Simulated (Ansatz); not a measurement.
## Zincblende alloy of ZnS and ZnSe (6 of 32 S sites exchanged), 64 atoms

Ansatz, PAW, plane waves. PBEsol relaxation of volume and atoms (shape held) at the single k point (¼, ¼, ¼) without its symmetry partners; single points on the relaxed atoms at the single k point (¼, ¼, ¼) without its symmetry partners, onto which points of the small cell's zone fold. Arrangement: unlike neighbours preferred. No spin–orbit coupling unless named.

Relaxed structure:

```xyz
64
Lattice="10.8166 0.0000 0.0000 0.0000 10.8166 0.0000 0.0000 0.0000 10.8166" Properties=species:S:1:pos:R:3 pbc="T T T"
Zn   10.7621    0.0532    0.0380
Zn    0.0412   10.7680    5.4535
Zn   10.7646    5.4660    0.0343
Zn    0.0373    5.3592    5.4560
Zn    5.4165   10.8134   10.8014
Zn    5.4599   10.7787    5.4571
Zn    5.4176    5.4036   10.8028
Zn    5.4615    5.3716    5.4571
Zn    2.7605    2.6475    0.0349
Zn    2.6705    2.7515    5.4545
Zn    2.7620    8.0548    0.0338
Zn    2.6713    8.1594    5.4579
Zn    8.1071    2.7062   10.8019
Zn    8.0654    2.7398    5.4570
Zn    8.1076    8.1157   10.8033
Zn    8.0637    8.1473    5.4580
Zn    2.6705   10.7643    2.6620
Zn    2.7614    0.0540    8.0817
Zn    2.6712    5.3565    2.6638
Zn    2.7634    5.4624    8.0814
Zn    8.0620   10.7770    2.6613
Zn    8.1091   10.8138    8.1290
Zn    8.0632    5.3661    2.6563
Zn    8.1071    5.4067    8.1318
Zn    0.0375    2.7538    2.6587
Zn   10.7612    2.6518    8.0827
Zn    0.0367    8.1594    2.6625
Zn   10.7616    8.0624    8.0808
Zn    5.4585    2.7423    2.6563
Zn    5.4148    2.7073    8.1282
Zn    5.4587    8.1510    2.6560
Zn    5.4157    8.1183    8.1305
S     1.3509    1.3476    1.3506
S     1.3499    1.3508    6.7626
S     1.3526    6.7568    1.3514
S     1.3503    6.7578    6.7640
S     6.7600    1.3484    1.3195
S     6.7597    1.3493    6.7923
S     6.7603    6.7568    1.3197
S     6.7598    6.7572    6.7932
S     4.0721    4.0552    1.3327
S     4.0737    4.0514    6.7748
S     4.0732    9.4640    1.3314
S     4.0735    9.4613    6.7777
S     9.4460    4.0522    1.3315
S     9.4443    4.0547    6.7779
S     9.4442    9.4601    1.3359
S     9.4455    9.4646    6.7746
S     4.0875    1.3507    9.4631
S     4.0886    6.7564    9.4634
S     9.4325    1.3485    9.4639
S     9.4329    6.7587    9.4634
S     1.3499    4.0516    4.0569
S     1.3519    9.4590    4.0562
S     6.7603    4.0516    4.0552
S     6.7597    4.0519    9.4628
S     6.7596    9.4598    4.0561
S     6.7608    9.4628    9.4640
Se    4.0609    1.3491    4.0550
Se    4.0613    6.7586    4.0573
Se    9.4611    1.3491    4.0557
Se    9.4600    6.7553    4.0563
Se    1.3532    4.0531    9.4642
Se    1.3526    9.4620    9.4661
```

What are the mean bond lengths by pair (pairs within 1.2 times the sum of covalent radii, less contacts 15 % beyond the pair's median; cation–cation pairs of compounds aside; long ionic contacts are cut short by that bound)?

S–Zn 2.324 ± 0.005 Å (standard deviation, 104 bonds); Se–Zn 2.421 ± 0.004 Å (standard deviation, 24 bonds).

What gap lies between the top filled and the lowest empty level in the single points?

r²SCAN 3.53 eV (6.6 s on NVIDIA GB300). Away from Γ this isn't the crystal's band gap.
